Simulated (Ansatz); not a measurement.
## Property card for YHg

Method: Ansatz, DFT r2SCAN, scalar-relativistic, plane waves, PAW.

Settings: cutoff 500 eV, Γ-centred mesh 12×12×12 on the computed 2-atom cell, Gaussian smearing of 0.10 eV; no spin polarisation.

The structure is relaxed at this level of theory with its symmetry kept. Whether it is the stable form of this composition wasn't checked.

Symmetry: Pm-3m, No. 221, cubic system. Conventional cell: a = 3.705 Å, b = 3.705 Å, c = 3.705 Å, α = 90.00°, β = 90.00°, γ = 90.00°. Around Y (site symmetry m-3m) lie 8 Hg at 3.21 Å. Hg (site symmetry m-3m) has 8 Y at 3.21 Å as nearest neighbours.

| Quantity | Value |
| --- | --- |
| Volume per atom | 25.42 Å³ |
| Generalised Kohn–Sham band gap | none (metal) |
| Density of states at the Fermi level | 1.55 states/eV per cell |
| Löwdin character within 0.5 eV of the Fermi level | Y 4d 80 %, unprojected 14 % |
| Bulk modulus | 74 GPa |
| Its pressure derivative | 4.6 |
| Bader charges (e) | Y (1 in the cell) 1.66, Hg (1 in the cell) -1.66 |

Spin-orbit coupling is left out, which matters for the bands of heavy elements.

Cost: 9 runs of about 2.8 core-minutes in all, on Arm Neoverse V1 (shared hosts).